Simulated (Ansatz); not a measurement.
TeH6O6: checking a database structure before trusting its electric field gradients

The cell is a computed structure from the Materials Project (it need not be an observed phase).

Space group Fmm2 (No. 42); a = 7.7867, b = 8.9067, c = 7.4029 Å.

```csv
site,Wyckoff,site symmetry,x,y,z
Te,4a,mm2,0.5000,0.5000,0.9759
H2,8c,m..,0.5000,0.2568,0.6154
H3,8d,.m.,0.3165,0.5000,0.6037
H4,8d,.m.,0.3907,0.5000,0.3422
O8,4a,mm2,0.5000,0.5000,0.7269
O9,8c,m..,0.5000,0.2174,0.4911
O10,8d,.m.,0.2521,0.5000,0.4861
O11,4a,mm2,0.5000,0.5000,0.2618
```

One atom of each set is listed; the run and its k-mesh use a cell of 13 atoms with edges of 5.79, 5.37, 5.92 Å.

The numbers come from a DFT calculation in Ansatz (PBE, plane waves and PAW, scalar-relativistic, 420 eV cutoff, Γ-centred 5×5×5 k-points, Fermi–Dirac smearing 0.02 eV).

(1) Do the atoms and the cell lie near the calculated equilibrium?

Results:

(1) Nearly. The largest force is 0.24 eV/Å, on atom 2 (H: 1 O at 0.99 Å; also 1 O at 2.32 Å), and the pressure is 0.3 GPa. Relaxing the atoms is still advisable, since electric field gradients respond to shifts of a few hundredths of an ångström.
